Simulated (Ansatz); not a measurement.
MnRh (CsCl type, Pm-3m), plane-wave PAW PBEsol (Ansatz code), all energies at zero smearing, with the estimated change up to a 700 eV cutoff added, with one set of potentials and settings (totals compare only within such a set). Cell of 2 atoms (1 Mn, 1 Rh): -10207.653 eV.

```csv
element,reference phase,E (eV/atom)
Mn,"I-43m, 29 atoms in the cell, spin-polarised",-3868.8262
Rh,"Fm-3m, 1 atoms in the cell",-6338.7479
```

Formation energy per atom, worked out: (-10207.653 − 1×(-3868.8262) − 1×(-6338.7479))/2 = -0.040 eV/atom (-4 kJ per mol of atoms), at 0 K, without zero-point energy or fitted corrections.

The first step of the workflow began from a Materials Project structure, measured or hypothetical; the Crystallography Open Database files this formula in space group No. 221, but the cells were not matched. Its standing as an ambient phase is unchecked. The PBEsol relaxation kept the symmetry of its start; its stability against distortions is not shown here. Spin order of the final state: ferromagnetic, chosen from 5 collinear starts compared on coarse meshes (ties went to the first, and starts can fall back to one state), not a proven ground state. The references are the lowest solids computed at this level, not always the standard phases.

Potentials: the later of the program's two PAW sets.
